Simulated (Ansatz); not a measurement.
Input file for Ansatz (a program for electronic structure):

Ansatz 0.2 input:
```yaml
crystal:
  lattice:
    - [-1.9741708481, 1.9741708481, 6.7111216983]
    - [1.9741708481, -1.9741708481, 6.7111216983]
    - [1.9741708481, 1.9741708481, -6.7111216983]
  atoms:
    - { symbol: Rb, position: [0.0, 0.0, 0.0] }
    - { symbol: Li, position: [0.25, 0.75, 0.5] }
    - { symbol: Zn, position: [0.75, 0.25, 0.5] }
    - { symbol: S, position: [0.6510426349, 0.6510426349, 0.0] }
    - { symbol: S, position: [0.3489573651, 0.3489573651, 0.0] }
kpoints:
  mp_grid: { grid: [9, 9, 9] }
basis: { xc_grid: 2 }
hamiltonian:
  xc: pbesol
  pseudopotentials: { kind: paw }
scf:
  occupations: { method: fixed }
output:
  optics: { e_range: [0.0, 15.0], de: 0.05, sigma: 0.1, bands: { spectra_wanted_up_to: 12 eV } }
```

Output (shortened):

```
basis.fft_grid_basis auto: the FFT boxes are laid along the combinations [[1, 0, 1], [0, 1, 1], [0, 0, 1]] of the cell's own vectors, 3.948, 3.948 and 7.269 Å …
output.optics: the spectra are integrated over the Brillouin zone by k·p interpolation around the k-points, where levels, occupations, output.optics.sigma and …
Pseudopotential: Rb, paw, valence charge 9
Pseudopotential: Li, paw, valence charge 3
Pseudopotential: Zn, paw, valence charge 12
Pseudopotential: S, paw, valence charge 6
Functional definition: PBEsol
Crystal: 5 atoms, lattice volume = 104.622 Å³
Basis set: ecut = 420 eV, 2051 PW (Γ), FFT grids on a1+a3, a2+a3, a3, exchange–correlation on 54×54×100 points (8 copies of the dense FFT grid, shifted against one another)
Bands: 23, of which v1, the nominal top of the filled ones, is band 18 counted from 1 (17 counted from 0)
Symmetry: 8 space group operations
Space group: I-4m2 (ITA 119), of the structure as read, at distance tolerance 4.7e-5 Å
k-points: 75 of 729 (time reversal used)
SCF iter   1: F=—  HF=-8476.462137 eV  |F-HF|=—  |Δ(HF+E_count)|=         —  Δρ=4.58e-3  dr2=3.07e-2  ethr=1.77e-3  ⟨swp⟩=4.5  Hψ=7590  notcnv=0  defer=215
preconditioner: auto → Resta (q_TF=auto, 2.284 Å⁻¹)
SCF iter   2: F=—  HF=-8476.453055 eV  |F-HF|=—  |Δ(HF+E_count)|=   9.08e-3  Δρ=1.66e-3  dr2=5.02e-3  ethr=8.53e-5  ⟨swp⟩=3.0  Hψ=3631  notcnv=0  defer=225
SCF iter   3: F=—  HF=-8476.452145 eV  |F-HF|=—  |Δ(HF+E_count)|=   9.10e-4  Δρ=1.18e-3  dr2=1.05e-3  ethr=1.39e-5  ⟨swp⟩=2.0  Hψ=2706  notcnv=0  defer=225
SCF iter   4: F=—  HF=-8476.451768 eV  |F-HF|=—  |Δ(HF+E_count)|=   3.77e-4  Δρ=3.49e-4  dr2=1.42e-4  ethr=2.92e-6  ⟨swp⟩=2.0  Hψ=2625  notcnv=0  defer=225
SCF iter   5: F=—  HF=-8476.451791 eV  |F-HF|=—  |Δ(HF+E_count)|=   2.29e-5  Δρ=6.34e-5  dr2=6.60e-6  ethr=3.93e-7  ⟨swp⟩=3.0  Hψ=2943  notcnv=0  defer=157
SCF iter   6: F=—  HF=-8476.451775 eV  |F-HF|=—  |Δ(HF+E_count)|=   1.55e-5  Δρ=1.90e-5  dr2=4.24e-7  ethr=1.83e-8  ⟨swp⟩=2.0  Hψ=2716  notcnv=0  defer=79
SCF iter   7: F=—  HF=-8476.451775 eV  |F-HF|=—  |Δ(HF+E_count)|=   6.09e-7  Δρ=4.40e-6  dr2=1.68e-8  ethr=1.18e-9  ⟨swp⟩=2.0  Hψ=2616  notcnv=0  defer=76
SCF iter   8: F=—  HF=-8476.451775 eV  |F-HF|=—  |Δ(HF+E_count)|=   1.17e-8  Δρ=7.94e-7  dr2=6.59e-10  ethr=4.68e-11  ⟨swp⟩=2.0  Hψ=2842  notcnv=0  defer=76
SCF iter  10: F=-8476.451775 eV  HF=-8476.451775 eV  |F-HF|=0.00e0  |Δ(HF+E_count)|=  2.91e-11  Δρ=5.86e-8  dr2=5.15e-12  ethr=1.00e-12  ⟨swp⟩=8.2  Hψ=8396  notcnv=0
SCF 1 converged in 10 iterations: F = -8476.451775 eV  dr2 = 5.15e-12
NSCF: frozen V_eff on 75 k-points
Optics k sum: 0 of 75 k-points
Optics k sum: 4 of 75 k-points
Optics k sum: 8 of 75 k-points
Optics k sum: 12 of 75 k-points
Optics k sum: 15 of 75 k-points
Optics k sum: 19 of 75 k-points
Optics k sum: 23 of 75 k-points
Optics k sum: 27 of 75 k-points
Optics k sum: 30 of 75 k-points
Optics k sum: 34 of 75 k-points
Optics k sum: 38 of 75 k-points
Optics k sum: 42 of 75 k-points
Optics k sum: 45 of 75 k-points
Optics k sum: 49 of 75 k-points
Optics k sum: 53 of 75 k-points
Optics k sum: 57 of 75 k-points
Optics k sum: 60 of 75 k-points
Optics k sum: 64 of 75 k-points
Optics k sum: 68 of 75 k-points
Optics k sum: 72 of 75 k-points
Optics k sum: 75 of 75 k-points
Optics k sum: 0 of 75 k-points
Optics k sum: 4 of 75 k-points
Optics k sum: 8 of 75 k-points
Optics k sum: 12 of 75 k-points
Optics k sum: 15 of 75 k-points
Optics k sum: 19 of 75 k-points
Optics k sum: 23 of 75 k-points
Optics k sum: 27 of 75 k-points
Optics k sum: 30 of 75 k-points
Optics k sum: 34 of 75 k-points
Optics k sum: 38 of 75 k-points
Optics k sum: 42 of 75 k-points
Optics k sum: 45 of 75 k-points
Optics k sum: 49 of 75 k-points
Optics k sum: 53 of 75 k-points
Optics k sum: 57 of 75 k-points
Optics k sum: 60 of 75 k-points
Optics k sum: 64 of 75 k-points
Optics k sum: 68 of 75 k-points
Optics k sum: 72 of 75 k-points
Optics k sum: 75 of 75 k-points
NSCF: frozen V_eff on 1 k-points
NSCF: frozen V_eff on 1 k-points
NSCF: frozen V_eff on 1 k-points
NSCF: frozen V_eff on 1 k-points
NSCF: frozen V_eff on 1 k-points
NSCF: frozen V_eff on 1 k-points
output.optics: what the bands over the 47 summed would add to eps1, eps2 and the energy-loss function is held between a lower and an upper bound (8 Lanczos …
SCF converged after 10 iterations
Free energy (F): -8476.451775 eV
Harris-Foulkes:  -8476.451775 eV  (|F-HF|=0.00e0)
Internal energy: -8476.451775 eV  (E = F + TS)
E sigma→0 (E₀):  -8476.451775 eV
Fermi energy:    4.869390 eV
--- Per-component energies (eV) ---
  E_band       = -145.583646
  E_kinetic    = 562.184869
  E_local      = -3060.468440  (includes V_loc(G=0)·N_el)
  E_nonlocal   = 814.037732
  E_hartree    = 1187.401159
  E_xc         = -469.944863
  E_vxc        = -380.180332  (∫ρ·V_xc dr)
  E_paw        = -5548.186132  (= ΣΔE_a)
  E_vpaw       = -455.959429  (= ΣTr[D̂ρ^β])
  E_aug_tail   = -0.000350  (compensation charges beyond the density's cutoff)
  E_ewald      = -1962.520673
  E_core_change = 1.044924  (= ΣΔE_core)
  E_smearing   =  0.000000  (= −TS)
  E_closure    = 0.000000  (closes the sum)
  Σ components = -8476.451775   (vs F -8476.451775, Δ=0.00e0)
  [band-id]    e_kinetic+e_local+e_nonlocal+2·e_hartree+e_vxc+e_vpaw+e_augmentation_tail = -145.583633   (vs E_band -145.583646, Δ=1.33e-5)
--- Band table (eV; the first three rows and the last of 75) ---
  k-point 0: bands = ["-38.4608", "-20.8174", "-7.0102", "-6.4498", "-4.7484", "-4.7484", "-4.7035", "-1.1272", "-1.1272", "-1.0069", "-0.8872", "-0.8336", "1.7102", "3.1599", "3.1599", "4.8555", "4.8694", "4.8694", "7.4090", "8.7775", "9.6588", "10.6382", "10.8986"]
  k-point 1: bands = ["-38.4607", "-20.8095", "-6.9477", "-6.3920", "-4.8015", "-4.7747", "-4.7555", "-1.1276", "-1.1264", "-0.9836", "-0.8584", "-0.8444", "1.6760", "2.9459", "3.0126", "4.3801", "4.5877", "4.8477", "8.2077", "9.3648", "10.1202", "10.8479", "11.2049"]
  k-point 2: bands = ["-38.4604", "-20.7897", "-6.7664", "-6.2591", "-4.9331", "-4.8572", "-4.8451", "-1.1080", "-1.1017", "-0.9323", "-0.9196", "-0.7603", "1.3187", "2.5675", "2.8303", "3.8356", "4.0251", "4.7234", "9.3198", "10.2899", "10.8161", "10.9536", "11.2964"]
  k-point 74: bands = ["-38.4607", "-20.8134", "-7.0698", "-6.2988", "-4.7770", "-4.7747", "-4.7415", "-1.1304", "-1.1300", "-0.9728", "-0.9349", "-0.8458", "2.1381", "2.8649", "3.2873", "3.9932", "4.6213", "4.8015", "8.2364", "8.6867", "10.0124", "10.5273", "11.4013"]
```

Cost: about 80 core-seconds (a rough figure) on shared cores.

The first step of the workflow began from a Materials Project structure, measured or hypothetical; the Crystallography Open Database copy checked does not list it. With Li and Zn taken as one species the cell has the higher symmetry I4/mmm, so it may be an ordered model of a mixed-site phase. Whether it is the stable phase at ambient conditions was not checked. Symmetry was held in the PBEsol relaxation; its stability against distortions is not shown here. Scalar-relativistic: spin–orbit coupling is off unless named, which matters more the heavier the elements.

Potentials: the later of the program's two PAW sets.

Ansatz is a plane-wave DFT program.
